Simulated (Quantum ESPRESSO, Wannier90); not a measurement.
**Wannier functions of BP (zinc blende)**

Cell from Materials Project (mp-1479), symmetrised, no further relaxation. COD (Crystallography Open Database) has an entry of this formula and space group (matched by these alone). Method: PBEsol plane waves in Quantum ESPRESSO 7.5 (PseudoDojo norm-conserving files, 61 Ry, no spin polarisation, no spin-orbit coupling), Bloch states on a 12×12×12 mesh through Γ, Wannier90 4.0.1. Density: 12×12×12 mesh, cold smearing 0.01 Ry.

On the energy scale of pw.x, whose zero is arbitrary, the valence-band maximum lies at 9.26 eV.

Input w.win:

```
num_bands = 4
num_wann = 4
exclude_bands = 5-15
num_iter = 800
conv_tol = 1.0e-6
conv_window = 4
num_cg_steps = 0
write_hr = true
write_u_matrices = true
begin projections
f=0.2529,-0.3381,0.3499:s
f=0.3665,-0.2810,0.4188:s
f=-0.4037,-0.1831,-0.0108:s
f=-0.1000,-0.4473,-0.0333:s
end projections
begin unit_cell_cart
ang
    0.0000000000    2.2660700000    2.2660700000
    2.2660700000    0.0000000000    2.2660700000
    2.2660700000    2.2660700000    0.0000000000
end unit_cell_cart
begin atoms_frac
B    0.0000000000  0.0000000000  0.0000000000
P   -0.2500000000 -0.2500000000 -0.2500000000
end atoms_frac
mp_grid = 12 12 12
begin kpoints
0.0000000000 0.0000000000 0.0000000000
0.0000000000 0.0000000000 0.0833333333
0.0000000000 0.0000000000 0.1666666667
... (1725 more lines: the 12x12x12 mesh through Gamma)
end kpoints
```

Input of pw2wannier90.x that gives the overlap and projection files (equivalent; here they were cut from one run over all bands):

```
&inputpp
  outdir = './out'
  prefix = 'pwscf'
  seedname = 'w'
  write_amn = .true.
  write_mmn = .true.
/
```

Output w.wout (banner and timings cut):

```
                                    ------
                                    SYSTEM
                                    ------

                              Lattice Vectors (Ang)
                    a_1     0.000000   2.266070   2.266070
                    a_2     2.266070   0.000000   2.266070
                    a_3     2.266070   2.266070   0.000000

                   Unit Cell Volume:      23.27287  (Ang^3)

                        Reciprocal-Space Vectors (Ang^-1)
                    b_1    -1.386362   1.386362   1.386362
                    b_2     1.386362  -1.386362   1.386362
                    b_3     1.386362   1.386362  -1.386362

 *----------------------------------------------------------------------------*
 |   Site       Fractional Coordinate          Cartesian Coordinate (Ang)     |
 +----------------------------------------------------------------------------+
 | b    1   0.00000   0.00000   0.00000   |    0.00000   0.00000   0.00000    |
 | p    1  -0.25000  -0.25000  -0.25000   |   -1.13304  -1.13304  -1.13304    |
 *----------------------------------------------------------------------------*
                                ------------
                                K-POINT GRID
                                ------------

             Grid size = 12 x 12 x 12      Total points = 1728

 *---------------------------------- MAIN ------------------------------------*
 |  Number of Wannier Functions               :                 4             |
 |  Number of Objective Wannier Functions     :                 4             |
 |  Number of input Bloch states              :                 4             |
 |  Output verbosity (1=low, 5=high)          :                 1             |
 |  Timing Level (1=low, 5=high)              :                 1             |
 |  Optimisation (0=memory, 3=speed)          :                 3             |
 |  Length Unit                               :               Ang             |
 |  Post-processing setup (write *.nnkp)      :                 F             |
 |  Using Gamma-only branch of algorithms     :                 F             |
 *----------------------------------------------------------------------------*
 *------------------------------- WANNIERISE ---------------------------------*
 |  Total number of iterations                :               800             |
 |  Number of CG steps before reset           :                 0             |
 |  Trial step length for line search         :             2.000             |
 |  Convergence tolerence                     :         0.100E-05             |
 |  Convergence window                        :                 4             |
 |  Iterations between writing output         :                 1             |
 |  Iterations between backing up to disk     :               100             |
 |  Write r^2_nm to file                      :                 F             |
 |  Write xyz WF centres to file              :                 F             |
 |  Write on-site energies <0n|H|0n> to file  :                 F             |
 |  Use guiding centre to control phases      :                 F             |
 |  Use phases for initial projections        :                 F             |
 *----------------------------------------------------------------------------*
 *-------------------------------- PLOTTING ----------------------------------*
 |  Plotting Hamiltonian in WF basis          :                 T             |
 *----------------------------------------------------------------------------*

       ... (k-mesh section left out)

 Starting a new Wannier90 calculation ...

 Reading overlaps from w.mmn

 Reading projections from w.amn

 *------------------------------- WANNIERISE ---------------------------------*
 +--------------------------------------------------------------------+<-- CONV
 | Iter  Delta Spread     RMS Gradient      Spread (Ang^2)            |<-- CONV
 +--------------------------------------------------------------------+<-- CONV

 ------------------------------------------------------------------------------
 Initial State
  WF centre and spread    1  (  0.239793,  1.070324, -0.194297 )     5.71283520
  WF centre and spread    2  (  1.200485,  2.459559,  0.384457 )    10.80384096
  WF centre and spread    3  ( -0.365745, -1.280737, -1.222634 )     3.49629606
  WF centre and spread    4  ( -1.429217, -0.533878, -1.486561 )     2.40730046
  Sum of centres and spreads ( -0.354685,  1.715268, -2.519035 )    22.42027268

      0     0.224E+02     0.0000000000       22.4202726964  <-- CONV
        O_D=      6.8877881 O_OD=     10.2862068 O_TOT=     22.4202727 <-- SPRD
 ------------------------------------------------------------------------------
      1    -0.184E+01     1.2033685531       20.5822127860  <-- CONV
        O_D=      5.2064572 O_OD=     10.1294777 O_TOT=     20.5822128 <-- SPRD
      2    -0.109E+01     0.7832816380       19.4929362220  <-- CONV
        O_D=      4.3686659 O_OD=      9.8779925 O_TOT=     19.4929362 <-- SPRD
      3    -0.101E-01     1.3869938628       19.4828062009  <-- CONV
        O_D=      4.3593861 O_OD=      9.8771422 O_TOT=     19.4828062 <-- SPRD
      4    -0.147E+01     0.5641059713       18.0166276655  <-- CONV
        O_D=      3.4787822 O_OD=      9.2915676 O_TOT=     18.0166277 <-- SPRD
      5    -0.619E+00     0.4621204303       17.3978992936  <-- CONV
        O_D=      3.2578132 O_OD=      8.8938082 O_TOT=     17.3978993 <-- SPRD
       ... (lines left out)
    100     0.114E+01     0.1278440788       12.3909451747  <-- CONV
        O_D=      2.4003141 O_OD=      4.7443532 O_TOT=     12.3909452 <-- SPRD
       ... (lines left out)
    200    -0.423E-02     0.0436820535        5.8956511170  <-- CONV
        O_D=      0.0098245 O_OD=      0.6395488 O_TOT=      5.8956511 <-- SPRD
       ... (lines left out)
    300    -0.275E-03     0.0111366185        5.7476474521  <-- CONV
        O_D=      0.0052118 O_OD=      0.4961578 O_TOT=      5.7476475 <-- SPRD
       ... (lines left out)
    400    -0.154E-04     0.0026406595        5.7387768984  <-- CONV
        O_D=      0.0049234 O_OD=      0.4875757 O_TOT=      5.7387769 <-- SPRD
       ... (lines left out)
    497    -0.945E-06     0.0004947742        5.7382824389  <-- CONV
        O_D=      0.0049071 O_OD=      0.4870975 O_TOT=      5.7382824 <-- SPRD
    498    -0.935E-06     0.0006490797        5.7382815039  <-- CONV
        O_D=      0.0049068 O_OD=      0.4870969 O_TOT=      5.7382815 <-- SPRD
    499    -0.920E-06     0.0004719483        5.7382805837  <-- CONV
        O_D=      0.0049070 O_OD=      0.4870957 O_TOT=      5.7382806 <-- SPRD
             <<<     Delta < 1.000E-06  over  4 iterations     >>>
             <<< Wannierisation convergence criteria satisfied >>>
 Final State
  WF centre and spread    1  (  0.583924,  0.584378, -0.583688 )     1.43455599
  WF centre and spread    2  (  1.681407,  2.849700,  0.583812 )     1.43479397
  WF centre and spread    3  ( -0.583344, -0.584302, -0.584323 )     1.43437818
  WF centre and spread    4  ( -1.681985, -0.583710, -1.681874 )     1.43455243
  Sum of centres and spreads (  0.000002,  2.266067, -2.266073 )     5.73828057

         Spreads (Ang^2)       Omega I      =     5.246277841
        ================       Omega D      =     0.004907001
                               Omega OD     =     0.487095741
    Final Spread (Ang^2)       Omega Total  =     5.738280584
```
